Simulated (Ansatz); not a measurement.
## Cold compression of CoC (CsCl type)

```
CELL_PARAMETERS angstrom
2.46053 0.00000 0.00000
0.00000 2.46053 0.00000
0.00000 0.00000 2.46053
ATOMIC_POSITIONS crystal
Co 0.00000 0.00000 0.00000
C 0.50000 0.50000 0.50000
```

The cell comes from a relaxation on PAW files under the same functional, begun from a prototype that needn't be the stable phase.

Its volume is scaled at fixed shape and fractional positions.

Computed with Ansatz 0.2.0; functional PBEsol, scalar-relativistic. Settings: a Γ-centred 14×14×14 k mesh, Fermi–Dirac smearing of 0.05 eV, spin-polarised from start moments Co1 1.7 μB. Methods: LAPW: all electrons, basis error target 1 meV/atom; PAW: frozen-core files, cutoff 420 eV; crystal datasets: all electrons, by PAW datasets that the program makes for each cell; norm-conserving: pseudopotentials, cutoff 1306 eV; PAW (cutoff 250 eV): frozen-core files, cutoff 250 eV.

Energies are extrapolated to zero smearing and count from the unscaled cell; pressure is positive in compression; gaps take the mesh and a band path. No temperature or zero-point motion is included.

The magnetic state is the one reached from the start moments; other orders weren't searched. The PAW files were made under PBE.

```csv
V/V0,V (Å³/atom),P LAPW (GPa),ΔE LAPW (eV/atom),P PAW − LAPW (GPa),ΔE PAW − LAPW (meV/atom),moment (μB/cell)
1.00,7.45,-0.20,0.000,0.20,0.0,0.78
0.88,6.55,56.4,0.139,0.32,1.4,?
0.78,5.81,143.1,0.584,0.50,3.4,0.63
0.68,5.06,299.8,1.578,0.96,6.5,0.47
0.58,4.32,?,3.578,1.85,13.0,0.00
0.50,3.72,1035,6.526,1.48,20.1,0.00
0.43,3.20,1725,10.908,-6.11,16.3,0.00
```

(1) What belongs in the row "0.88", column "moment (μB/cell)"?

(2) Fill in "P LAPW (GPa)" for the row "0.58".

(3) From the table, what is the rise of the enthalpy H = E + pV up to the last row, and how stiff is the crystal between the last two rows?

(4) At the smallest volume, how far do crystal datasets and norm-conserving and PAW (cutoff 250 eV) lie from LAPW in pressure?

(5) How do the Löwdin populations by LAPW change from the unscaled cell to the last row?

(6) Where is the magnetism lost?

## Answers

(1) 0.73.

(2) 593.9.

(3) ΔH = 10.908 eV + (1725 GPa × 3.20 Å³ + 0.20 GPa × 7.45 Å³) × 0.006242 eV/(GPa·Å³) = 45.40 eV/atom, of which pV makes 76 %. The mean bulk modulus there is −ΔP/Δln V = 4570 GPa.

(4) crystal datasets: +0.01 GPa; norm-conserving: -11.34 GPa; PAW (cutoff 250 eV): +7.84 GPa, on a LAPW pressure of 1725 GPa.

(5) Co 3s 1.97 → 1.89, Co 4s 0.48 → 0.37, Co 3d 7.73 → 8.07, C 2s 1.51 → 1.04, C 2p 3.20 → 3.55 electrons an atom. These are projections on the shells that the free atoms fill; 0.11 e a cell lies outside them at the start and 0.11 e at the end.

(6) By V/V0 = 0.58 (593.9 GPa) the moment has died away, since the bands widen under compression.
